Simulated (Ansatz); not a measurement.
GaN:
```
GaN
1.0
    3.15165     0.00000     0.00000
   -1.57582     2.72941     0.00000
    0.00000     0.00000     5.13818
Ga N
2 2
Direct
  0.66667   0.33333   0.49930
  0.33333   0.66667   0.99930
  0.66667   0.33333   0.87570
  0.33333   0.66667   0.37570
```

Relaxed with LDA.

Question: Give the optical modes at the zone centre with their infrared and Raman activity from DFPT, the program Ansatz at the LDA level (PAW).

Answer: Transverse frequencies, without the LO–TO term; a row sums one degenerate level.

```
ω (cm⁻¹)  degeneracy  IR ((D/Å)²/amu)  Raman (Å⁴/amu)  activity  symmetry
--------  ----------  ---------------  --------------  --------  --------
140                2             0.00            0.33     Raman        E2
336                1             0.00               0    silent        B1
538                1            29.50              23  IR+Raman        A1
560                2            52.90             7.4  IR+Raman        E1
570                2             0.00              31     Raman        E2
698                1             0.00               0    silent        B1
```

Question: How high does the top mode go among those that the LO–TO term moves?

Answer: 736 cm⁻¹ for q along x, 736 cm⁻¹ for q along y, 730 cm⁻¹ for q along z.

Space group P6_3mc (wurtzite). Symmetry was held in the LDA relaxation.

Potentials: the earlier of the program's two PAW sets. The files were generated under PBE; for other functionals the program regenerates the frozen cores, and for LDA and PBEsol the local potential too.
